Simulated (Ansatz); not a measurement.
Structure: COD 9011628, as refined from experiment and not relaxed.

An input for Li: DFT, PBEsol, all-electron PAW with datasets made for the crystal, scalar-relativistic (Ansatz 0.2.0).

Command: `ansatz run input.yaml --threads 1 --pin off --max-ram 3072MiB --backend cpu --events-out ev --progress --plain --runs-dir out` The run took 1.7 s on 1 thread of Arm Neoverse V2 (shared host), peak memory 0.24 GiB.

```yaml
crystal:
  lattice:
    - [-1.75, 1.75, 1.75]
    - [1.75, -1.75, 1.75]
    - [1.75, 1.75, -1.75]
  atoms:
    - { symbol: Li, position: [0.0, 0.0, 0.0] }
kpoints:
  mp_grid: { grid: [15, 15, 15] }
  band_path:
    path:
      - [0.0, 0.0, 0.0]
      - [0.5, -0.5, 0.5]
      - [0.0, 0.0, 0.5]
      - [0.0, 0.0, 0.0]
      - [0.25, 0.25, 0.25]
      - [0.5, -0.5, 0.5]
      - [0.25, 0.25, 0.25]
      - [0.0, 0.0, 0.5]
    npoints: 8
scf:
  occupations: { method: fermi_dirac, width: 0.08 }
hamiltonian:
  xc: pbesol
  pseudopotentials: { kind: all_electron, datasets: crystal }
output:
  forces: true
  stress: true
  eigenvalues: true
  efg: { contact_densities: true }
```

Set-up and iterations as logged by Ansatz (the results part is left out, to be predicted):

```
hamiltonian.pseudopotentials.datasets: crystal makes datasets for this crystal and solves the spheres of its atoms anew in each pass: cutoff 100.0 eV, the density's 400.0 eV; for an error of 0.50 meV an atom under PBE, 0.5 meV for the cell; an energy difference from a run of another recipe may be off by several times the error for the cell, under r2SCAN by more, where some 0.1 meV an atom stays at smaller errors; Li in spheres of 1.376 Å, 1 of its electrons in bands
Engine: ansatz 0.2.0
Pseudopotentials: kind: all_electron
Pseudopotential: Li, paw, valence charge 1, recommended cutoff 100 eV (normal), Koelling and Harmon's equation, gaussian nucleus
Functional definition: PBEsol
  exchange = pbesol_x
  correlation = pbesol_c
Crystal: 1 atoms, lattice volume = 21.438 Å³
Basis set: ecut = 100 eV, 55 PW (Γ), exchange–correlation on 20×20×20 points (8 copies of the dense FFT grid, shifted against one another)
Bands: 5, of which v1, the nominal top of the filled ones, is band 1 counted from 1 (0 counted from 0)
Symmetry: 48 space group operations
Space group: Im-3m (ITA 229), of the structure as read, at distance tolerance 2.8e-5 Å
k-points: 120 of 3375
Non-local potential: Li, projectors of the file, l = 0: 1, l = 1: 1
PAW form: soft (Blöchl's): semilocal exchange-correlation on the pseudo side does not see the compensation charge
PAW one-centre angular grid: Li, 110 points (default); XC on its mesh's 2121 points in the sphere
Initial density: superposition of atomic densities (neutral atoms: chi_scale 0, normalization atom)
Initial wavefunctions: pseudopotential atomic-orbital guess
Functional: x = pbesol(κ = 0.804, μ = 0.12345679012345678), c = pbesol(β = 0.046)
iter 1 solved again at ethr=1.86e-4 eV; its pass at ethr=1.00e-1 eV (dr2=1.86e-3 eV) is discarded
SCF iter   1: F=—  HF=-202.982572 eV  |F-HF|=—  |Δ(HF+E_count)|=         —  Δρ=2.69e-3  dr2=1.90e-3  ethr=1.86e-4  ⟨swp⟩=3.5  Hψ=3951  notcnv=0
SCF iter   2: F=—  HF=-202.997558 eV  |F-HF|=—  |Δ(HF+E_count)|=   1.50e-2  Δρ=1.47e-3  dr2=6.06e-4  ethr=1.86e-4  ⟨swp⟩=1.7  Hψ=690  notcnv=0
iter 3 solved again at ethr=3.83e-7 eV; its pass at ethr=6.06e-5 eV (dr2=3.83e-6 eV) is discarded
SCF iter   3: F=—  HF=-203.001027 eV  |F-HF|=—  |Δ(HF+E_count)|=   3.47e-3  Δρ=1.18e-4  dr2=3.77e-6  ethr=3.83e-7  ⟨swp⟩=1.8  Hψ=2117  notcnv=0
SCF iter   4: F=—  HF=-203.001024 eV  |F-HF|=—  |Δ(HF+E_count)|=   2.35e-6  Δρ=3.78e-5  dr2=4.00e-7  ethr=3.77e-7  ⟨swp⟩=1.7  Hψ=684  notcnv=0
SCF iter   5: F=-203.001024 eV  HF=-203.001024 eV  |F-HF|=3.71e-11  |Δ(HF+E_count)|=   7.88e-8  Δρ=4.15e-7  dr2=3.24e-11  ethr=4.00e-8  ⟨swp⟩=1.7  Hψ=682  notcnv=0
```

Question: What pressure will this run report?

Answer: -0.71 GPa (positive in compression).

Question: Is there a band gap?

Answer: none: with an odd electron count and no spin polarisation the bands can't all be full, a metal in this set-up (spin order or a larger cell could open a gap).
